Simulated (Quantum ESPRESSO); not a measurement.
```cif
data_Sn4Te4
_chemical_formula_sum 'Sn4 Te4'
_space_group_name_H-M_alt 'Fm-3m'
_space_group_IT_number 225
_space_group_name_Hall '-F 4 2 3'
_cell_length_a 6.37163
_cell_length_b 6.37163
_cell_length_c 6.37163
_cell_angle_alpha 90.000
_cell_angle_beta 90.000
_cell_angle_gamma 90.000
loop_
_atom_site_label
_atom_site_type_symbol
_atom_site_symmetry_multiplicity
_atom_site_Wyckoff_symbol
_atom_site_fract_x
_atom_site_fract_y
_atom_site_fract_z
_atom_site_occupancy
Sn1 Sn 4 a 0.00000 0.00000 0.00000 1
Te1 Te 4 b 0.50000 0.50000 0.50000 1
```
(The calculation used a cell of 2 atoms; values per cell refer to that cell.)

The geometry is that of Materials Project entry mp-1883, symmetrised and not relaxed again.

Task: What does norm-conserving LDA (Quantum ESPRESSO, 82 Ry, without SOC) give for the electronic structure near the Fermi level?

Result: Along the path the LDA gap is only about 0.01 eV, below what this setup resolves reliably; no G0W0 run was built on it. Semilocal functionals shrink small gaps, and the order of the bands at the edge may be inverted. Without spin-orbit coupling, band edges of such heavy elements can be off by tenths of an eV.
